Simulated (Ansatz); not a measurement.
# Migration of H in TiO2

The calculation used DFT PBE, scalar-relativistic, plane waves, PAW (Ansatz). Settings: 420 eV cutoff, 2×2×2 k-mesh, shifted by half a step, Gaussian smearing of 0.02 eV, no spin polarisation.

Host crystal, relaxed:

```xyz
6
Lattice="4.6433 0.0000 0.0000 0.0000 4.6433 0.0000 0.0000 0.0000 2.9639" Properties=species:S:1:pos:R:3 pbc="T T T"
Ti    2.3217    2.3217    0.0000
Ti    0.0000    0.0000    1.4819
O     3.2265    3.2265    1.4819
O     3.7385    0.9049    0.0000
O     0.9049    3.7385    0.0000
O     1.4168    1.4168    1.4819
```

In a supercell of 36 host sites with charge +1, interstitial H hops to an equivalent place, moving 0.92 Å between the relaxed ends. Climbing-image nudged elastic band at fixed cell with images 0 (start) to 2 (end), the path measured over all atoms, converged to 0.05 eV/Å; the order of the saddle wasn't checked, and the small cell leaves errors of about a tenth of an eV. Zero-point motion and tunnelling, which matter for H, are left out. At the top the atom squeezes straight between two others, where symmetry can hold a band on a ridge, so a bent path, such as one by way of a neighbouring hole, may have a much lower barrier.

Supercell rows in host cell vectors: 1 1 0; 1 -1 0; 0 0 -3. H was set at (0.000, 0.500, 0.250) of the host cell.

At the relaxed start H has 1 O at 0.99 Å.

**Question.** What barrier does the band give, and what surrounds the atom at the top?

**Answer.** 0.36 eV at image 1, where H has 2 O at 1.26 Å, 4 O at 2.35 Å, 2 Ti at 2.50 Å.

Cost: 1 run of about 11 core-minutes, on Arm Neoverse V1 (shared hosts).